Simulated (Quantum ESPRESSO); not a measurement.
```yaml
crystal:
  lattice:
    - [0.00000, 4.61102, 4.61102]
    - [4.61102, 0.00000, 4.61102]
    - [4.61102, 4.61102, 0.00000]
  atoms:
    - { symbol: Cd, position: [0.25000, 0.25000, 0.25000] }
    - { symbol: Cd, position: [0.00000, 0.00000, 0.00000] }
    - { symbol: In, position: [0.12500, 0.62500, 0.62500] }
    - { symbol: In, position: [0.62500, 0.62500, 0.12500] }
    - { symbol: In, position: [0.62500, 0.12500, 0.62500] }
    - { symbol: In, position: [0.62500, 0.62500, 0.62500] }
    - { symbol: O, position: [0.86175, 0.86175, 0.86175] }
    - { symbol: O, position: [0.83525, 0.38825, 0.38825] }
    - { symbol: O, position: [0.86175, 0.86175, 0.41475] }
    - { symbol: O, position: [0.38825, 0.83525, 0.38825] }
    - { symbol: O, position: [0.41475, 0.86175, 0.86175] }
    - { symbol: O, position: [0.38825, 0.38825, 0.38825] }
    - { symbol: O, position: [0.86175, 0.41475, 0.86175] }
    - { symbol: O, position: [0.38825, 0.38825, 0.83525] }
```
The cell comes from the Materials Project (a computed structure). It is CdIn2O4 in Fd-3m; whether this form has been observed was not checked. Stability against distortions was not tested. Forces on the atoms reach 0.10 eV/Å at this level.

A lattice sum over point charges, one formal value an element (Cd +2, In +3, O -2), with no Sternheimer factor, costs far less than a self-consistent run. Taken along the main axis of each site's self-consistent tensor, it gives:

| site | V along that axis, point charges (a.u.) |
|---|---|
| In (atoms 3, 4, 5, 6) | -0.001 |
| O (atoms 7, 8, 9, 10, 11, 12, …) | 0.018 |

**Question.** How do the values of the PAW reconstruction of the field gradient on a scalar-relativistic PBE ground state (a modified build of Quantum ESPRESSO, JTH datasets) compare?

**Answer.** 
| site | Vzz, PAW (a.u.) | PAW over point charges |
|---|---|---|
| In | -0.536 | – |
| O | 0.179 | 9.8 |
  Cores are frozen. Against all-electron runs on small test molecules, this scheme's |Vzz| missed by −17 % on In, −2 to +6 % on O. Spin–orbit coupling is left out, a limit on In.
